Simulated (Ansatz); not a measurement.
A relaxed cell of GaCuSe2 (I-42d (No. 122)), relaxed on a k-mesh at least as fine as the one used below. Method: r2SCAN (plane waves to 500 eV, PAW, scalar-relativistic; Ansatz, an electronic-structure program). Γ-centred k-mesh 5×5×6 on the run's cell (coarser than for final values), Fermi–Dirac smearing 0.05 eV.

```
GaCuSe2
1.0
   -2.80390     2.80390     5.54824
    2.80390    -2.80390     5.54824
    2.80390     2.80390    -5.54824
Cu Ga Se
2 2 4
Direct
  0.75000   0.25000   0.50000
  0.00000   0.00000   0.00000
  0.25000   0.75000   0.50000
  0.50000   0.50000   0.00000
  0.12136   0.12500   0.49636
  0.62864   0.62500   0.50364
  0.37500   0.87864   0.00364
  0.87500   0.37136   0.99636
```

The atoms are displaced by (Å):

```tsv
atom	ux	uy	uz
Cu1	0.054	0.079	-0.096
Cu2	0.034	0.086	0.005
Ga3	-0.027	0.069	0.064
Ga4	0.074	-0.074	-0.051
Se5	-0.103	-0.043	-0.087
Se6	-0.064	-0.093	0.022
Se7	0.014	-0.098	-0.035
Se8	0.063	-0.064	-0.097
```

What forces (eV/Å) and pressure result?


| atom | Fx | Fy | Fz |
|---|---|---|---|
| Cu1 | -0.26 | -0.29 | 0.13 |
| Cu2 | 0.05 | -0.70 | -0.08 |
| Ga3 | -0.02 | -0.66 | -0.93 |
| Ga4 | -0.93 | -0.82 | 0.39 |
| Se5 | 1.03 | 0.07 | 0.25 |
| Se6 | 0.32 | 1.31 | -0.50 |
| Se7 | -0.20 | 0.54 | 0.43 |
| Se8 | 0.01 | 0.54 | 0.31 |

Pressure +0.9 GPa.

Estimate the energy cost of the displacement in the harmonic approximation and compare with the calculation.

For a harmonic well ΔE = −½ Σ F·u = 0.330 eV a cell, or 41 meV/atom. The calculated energy relative to the undisplaced cell is +0.04 eV/atom, so the harmonic estimate holds well.

No spin polarisation in the result.

The run that gave the undisplaced cell could not lose the symmetry of its start; a randomly shaken copy of 8 atoms returns to this structure.
